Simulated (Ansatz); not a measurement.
# ZnO (P6_3mc), zone-centre modes

The calculation used Ansatz 0.2.0, DFT r2SCAN, scalar-relativistic, plane waves, PAW. Settings: plane waves to 500 eV, k-mesh 12×12×4 (Γ-centred), Gaussian smearing 0.05 eV. No spin polarisation.

The undisturbed cell (relaxed at this level):

```
CELL_PARAMETERS angstrom
3.23520 0.00000 0.00000
-1.61760 2.80177 0.00000
0.00000 0.00000 10.42283
ATOMIC_POSITIONS crystal
Zn 0.33333 0.66667 0.00062
Zn 0.33333 0.66667 0.50062
Zn 0.66667 0.33333 0.25062
Zn 0.66667 0.33333 0.75062
O 0.33333 0.66667 0.19043
O 0.33333 0.66667 0.69043
O 0.66667 0.33333 0.44043
O 0.66667 0.33333 0.94043
```

Harmonic modes by finite displacements of 0.02 Å, without the LO–TO term. The cell doubles the primitive one, so its zone centre also holds the primitive cell's point q = (0, 0, 1/2).

(1) At this geometry, is the structure stable against these modes?

(2) List the wavenumbers in cm⁻¹.

Results:

(1) Yes: no mode is imaginary beyond 10 cm⁻¹, and only the three translations lie near zero.

(2) 0, 0, 0, 69, 69, 69, 69, 92, 92, 185, 185, 259, 376, 398, 398, 414, 414, 414, 414, 430, 430, 544, 553, 553.

Cost: 1 run of about 9.6 core-minutes, on Intel Xeon Platinum 8259CL (Skylake/Cascade Lake) (shared hosts).